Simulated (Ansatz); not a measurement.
Input:

Starting cell, AlN (wurtzite):

```
AlN
1.0
    6.25960     0.00000     0.00000
   -1.56490     2.71049     0.00000
    0.00000     0.00000     5.01733
Al N
4 4
Direct
  0.33333   0.33333   0.00337
  0.83333   0.33333   0.00337
  0.16667   0.66667   0.50337
  0.66667   0.66667   0.50337
  0.33333   0.33333   0.62183
  0.83333   0.33333   0.62183
  0.16667   0.66667   0.12183
  0.66667   0.66667   0.12183
```

The atoms are displaced by Q × the pattern below (from a DFPT mode at M = (0.5, 0.0, 0.0), largest move 1; Q in Å), at fixed cell. (q is in reciprocal vectors of the primitive cell; the cell shown is doubled to hold the pattern.)

```csv
atom,x,y,z
Al1,-0.217,-0.126,-0.153
Al2,0.217,0.126,0.153
Al3,0.217,0.126,-0.153
Al4,-0.217,-0.126,0.153
N5,0.859,0.496,0.124
N6,-0.859,-0.496,-0.124
N7,-0.859,-0.496,0.124
N8,0.859,0.496,-0.124
```

Method: PBE (plane waves to 420 eV, PAW, scalar-relativistic; Ansatz, a first-principles code). k mesh 6×12×7 (Γ-centred), Fermi-Dirac smearing 0.05 eV. Energies are smeared free energies. AlN was relaxed with its symmetry unable to fall. The PAW data are Ansatz's earlier set. The zero of ΔE is the undisplaced structure.

The scan covers Q from -0.180 to 0.180 Å in 13 points.

Which space group does the distorted structure have?

Pmn2_1 (No. 31), lowered from P6_3mc.

What is the energy change at Q = 0.180 Å?

2039 meV/cell.

What harmonic wavenumber does the curvature at Q = 0 give?

709 cm⁻¹.

(A displaced cell: forces are minus the slopes of the energy, force constants its curvatures, and phonons follow from these.)
